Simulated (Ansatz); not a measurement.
**How far is PAW off for NaTl?**

```yaml
crystal:
  lattice:
    - [0.00000, 3.77265, 3.73530]
    - [3.77265, 0.00000, 3.73530]
    - [3.77265, 3.77265, 0.00000]
  atoms:
    - { symbol: Na, position: [0.50000, 0.50000, 0.50000] }
    - { symbol: Na, position: [0.75000, 0.75000, 0.75000] }
    - { symbol: Tl, position: [0.00000, 0.00000, 0.00000] }
    - { symbol: Tl, position: [0.25000, 0.25000, 0.25000] }
```

Atoms are numbered in the order listed.

The conventional cell has a = 5.335 Å, b = 5.335 Å, c = 7.471 Å, α = 90.00°, β = 90.00°, γ = 90.00°. Na (atom 1) has 4 Na at 3.26 Å and 6 Tl at 3.26 to 3.74 Å as nearest neighbours. Tl (atom 3) has 6 Na at 3.26 to 3.74 Å and 4 Tl at 3.26 Å as nearest neighbours.

The cell is a measured one (Crystallography Open Database entry 1541020); the temperature and pressure of the measurement aren't taken into account, and nothing was relaxed. The listed cell was then made from it by scaling, straining or moving an atom.

No spin–orbit coupling, which matters for the heavy atoms here.

All numbers are computed: DFT, PBEsol, PAW with Ansatz's default frozen-core files, scalar-relativistic (Ansatz 0.2.0); DFT, PBEsol, all-electron PAW with datasets made for the crystal, scalar-relativistic (Ansatz 0.2.0); DFT, PBEsol, all-electron LAPW, scalar-relativistic (Ansatz 0.2.0).

For PAW: a Γ-centred 10×10×10 k mesh, Fermi–Dirac smearing of 0.05 eV, cutoff 420 eV, no spin polarisation; the PAW files were made with PBE, and the program remakes their frozen cores for this functional. The crystal-made all-electron datasets (AE datasets) take a cutoff of 240 eV at this cell. LAPW targets a basis error of 1 meV/atom. The Ansatz runs share mesh, smearing and spin set-up. Plane-wave (PAW) pressures include the program's estimate of the Pulay term.

Stress and pressure are positive in compression.

The change that made this cell: equal xx and yy strain of +1 %.

```tsv
quantity	PAW	AE datasets	LAPW
pressure (GPa)	-0.34	-0.34	-0.34
stress xx (GPa)	-0.36	-0.36	-0.36
stress zz (GPa)	-0.30	-0.31	-0.30
```

PAW's pressure differs from the LAPW value by about 0.01 GPa or less. Datasets made for the crystal and LAPW share parts of one code, so their agreement isn't an independent check.
